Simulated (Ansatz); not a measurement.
Consider the following.

Cr$_{2}$C:
Space group P-3m1 (No. 164); a = b = 2.8127 Å, c = 4.2301 Å, α = β = 90.00°, γ = 120.00°

```tsv
atom	site	symmetry	x	y	z
Cr	2d	3m.	0.6667	0.3333	0.2474
C	1b	-3m.	0.0000	0.0000	0.5000
```

This is the r²SCAN-relaxed structure.

Question: All from DFT-r²SCAN in the program Ansatz with PAW potentials, unless another level is named. Give the electronic character.

Answer: metallic (no gap).

Question: Give the density of states at the Fermi level.

Answer: 0.70 states/eV per atom (mean over ±0.08 eV).

Question: Give the formation energy from the elements (no fitted shifts).

Answer: 0.12 eV/atom.

The first step of the workflow began from a Materials Project structure, measured or hypothetical; the Crystallography Open Database copy checked does not list it. Its standing as an ambient phase is unchecked. Symmetry was held in the r²SCAN relaxation; of distortions, only those at the zone centre were tested. The run is not spin-polarised. The references are the lowest solids computed at this level, not always the standard phases.

Potentials: the later of the program's two PAW sets.
